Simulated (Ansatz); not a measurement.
# Ge started on a Cs site and Ge started on a Cs site, 6.36 Å apart on the ideal sites in cubic perovskite CsCaF3, 40 atoms, charge 0

Theory: Ansatz, DFT, PBEsol, PAW, plane waves.

Command:

```sh
ansatz run in.yaml --threads 8 --pin off --max-ram 118750MiB --runs-dir r --events-out ev --progress --plain --backend cuda --devices 0,
```

The input less its lattice and atoms:

```yaml
crystal:
  symmetry: { detect: false }
kpoints:
  mp_grid: { grid: [1, 1, 1], shift: [0.25, 0.25, 0.25] }
hamiltonian:
  xc: pbesol
scf:
  occupations: { method: fermi_dirac, width: 0.01 }
relax:
  f_tol: 0.03
  max_steps: 80
  escape_saddle: false
  adjacent_minimum: "off"
output:
  forces: true
  eigenvalues: true
  populations: true
```

Start:

```
Cs Ge Ca F
1.0
     8.98883    0.00000    0.00000
     0.00000    8.98883    0.00000
     0.00000    0.00000    8.98883
Cs Ge Ca F
6 2 8 24
Direct
  0.00105 0.99572 0.99655
  0.00065 0.49885 0.00348
  0.00230 0.50158 0.50199
  0.49949 0.99981 0.00269
  0.49989 0.99768 0.49497
  0.49942 0.50013 0.99492
  0.99912 0.00154 0.50156
  0.49720 0.50104 0.49871
  0.24906 0.24940 0.24806
  0.25027 0.24808 0.74746
  0.24749 0.75057 0.25122
  0.25006 0.75598 0.75011
  0.75392 0.25142 0.24786
  0.75516 0.24814 0.75225
  0.74516 0.74839 0.24958
  0.74883 0.75355 0.74937
  0.24884 0.25029 0.99794
  0.25061 0.24617 0.50256
  0.24771 0.74770 0.00344
  0.24974 0.74822 0.49899
  0.74905 0.25048 0.99997
  0.74882 0.25049 0.50177
  0.75234 0.74823 0.00095
  0.75069 0.74507 0.49973
  0.99926 0.24858 0.25461
  0.99633 0.24732 0.75098
  0.99827 0.75018 0.25221
  0.00464 0.75427 0.74813
  0.50079 0.24837 0.25182
  0.49982 0.24833 0.74929
  0.49909 0.74891 0.24870
  0.49947 0.74859 0.75129
  0.24546 0.99908 0.25016
  0.25035 0.99973 0.74965
  0.25040 0.50128 0.24934
  0.24760 0.50318 0.75335
  0.75128 0.00258 0.25119
  0.74750 0.00037 0.75220
  0.74812 0.49885 0.24942
  0.74634 0.50153 0.74833
```

Steps:

| step | energy less the first (eV) | largest force component (eV/Å) |
| --- | --- | --- |
| start | 0.000 | 0.590 |
| 1 | -0.137 | 0.273 |
| 2 | -0.204 | 0.149 |
| 3 | -0.309 | 0.360 |
| 4 | -0.525 | 0.583 |
| 5 | -1.031 | 0.740 |
| 6 | -1.423 | 0.639 |
| 7 | -1.760 | 0.793 |
| 8 | -2.075 | 0.568 |
| 9 | -2.277 | 0.298 |
| 10 | -2.375 | 0.177 |
| 11 | -2.425 | 0.106 |
| 12 | -2.442 | 0.086 |
| 13 | -2.450 | 0.037 |
| 14 | -2.453 | 0.028 |

A structure on the way, about -0.20 eV from the start:

```xyz
40
Lattice="8.9888 0.0000 0.0000 0.0000 8.9888 0.0000 0.0000 0.0000 8.9888" Properties=species:S:1:pos:R:3 pbc="T T T"
Cs    8.9850    8.9776    0.0101
Cs    0.0056    4.5199    8.9729
Cs    8.9786    4.5117    4.4956
Cs    4.4922    0.0066    0.0041
Cs    4.5050    0.0196    4.4973
Cs    4.4833    4.4925    8.9800
Ge    0.0482    0.0845    4.4493
Ge    4.5012    4.4428    4.5122
Ca    2.2481    2.2437    2.2619
Ca    2.2382    2.2391    6.7309
Ca    2.2499    6.7381    2.2842
Ca    2.2365    6.7500    6.7006
Ca    6.7425    2.2409    2.2803
Ca    6.7473    2.2378    6.7115
Ca    6.7376    6.7284    2.2575
Ca    6.7171    6.7419    6.7210
F     2.2282    2.2468    0.0103
F     2.2119    2.2180    4.5014
F     2.2317    6.7385    0.0028
F     2.2875    6.7027    4.4928
F     6.7380    2.2426    0.0044
F     6.7082    2.2636    4.4967
F     6.7581    6.7358    8.9852
F     6.7396    6.7174    4.4929
F     0.0065    2.1651    2.3279
F     8.9807    2.2065    6.7215
F     8.9840    6.7703    2.2741
F     8.9676    6.8330    6.6621
F     4.4817    2.2744    2.2816
F     4.4741    2.2989    6.7197
F     4.5093    6.6980    2.2749
F     4.4894    6.6971    6.7274
F     2.2026    0.0095    2.2642
F     2.2165    0.0031    6.7374
F     2.3084    4.4784    2.2984
F     2.2565    4.4814    6.7269
F     6.7935    8.9750    2.2782
F     6.7425    8.9753    6.7354
F     6.6980    4.4900    2.2707
F     6.6688    4.4984    6.6923
```

End:

```xyz
40
Lattice="8.9888 0.0000 0.0000 0.0000 8.9888 0.0000 0.0000 0.0000 8.9888" Properties=species:S:1:pos:R:3 pbc="T T T"
Cs    0.0473    8.8702    8.9870
Cs    0.0369    4.5542    8.9766
Cs    0.0357    4.6965    4.5042
Cs    4.5440    8.9007    0.0106
Cs    4.5028    8.7697    4.4778
Cs    4.5461    4.6108    0.0322
Ge    8.8203    0.8081    4.0927
Ge    4.3744    3.8900    5.0336
Ca    2.3317    2.2182    2.2153
Ca    2.1580    2.1602    6.7603
Ca    2.2904    6.7177    2.2707
Ca    2.3103    6.7221    6.7023
Ca    6.6351    2.3273    2.2384
Ca    6.8191    2.2466    6.7296
Ca    6.8214    6.7666    2.3019
Ca    6.7797    6.7464    6.7198
F     2.1972    2.2628    8.9740
F     1.6305    1.7041    4.4492
F     2.3015    6.6392    8.9728
F     2.3601    6.6677    4.4901
F     6.7405    2.2178    8.9871
F     5.9310    2.7283    4.4984
F     6.7935    6.8252    0.0223
F     6.8227    6.7499    4.5089
F     8.9729    1.9524    2.4233
F     0.0039    2.2733    6.8700
F     0.0566    6.6722    2.1203
F     0.0597    6.6697    6.8390
F     4.4878    2.1983    2.0409
F     4.4561    2.5934    6.5902
F     4.5662    6.8036    2.1691
F     4.5420    6.7959    6.8709
F     2.3913    8.9777    2.0856
F     2.4464    8.9779    6.8449
F     2.1337    4.4286    2.2196
F     2.3844    4.4055    6.5754
F     6.8909    0.0988    2.4677
F     6.6183    0.0449    6.7404
F     6.9267    4.5040    2.1722
F     6.8667    4.4763    6.8409
```

The run converged.

Time: 29 s of wall time on one NVIDIA GB300 with 8 processor threads, on a host shared with other runs; peak host memory 1.9 GiB.

Task: How much energy did the relaxation gain, and which atom moved most?

Result: 2.45 eV in 14 steps, from a start with small random displacements (the gain also holds any tilting of the ideal host); atom 22 (F) moved 0.93 Å, the median atom 0.14 Å (drift of the whole cell removed).

The run had no spin, and a state with a moment may lie lower. The one k point has no symmetry partners, which can distort the end along one axis.
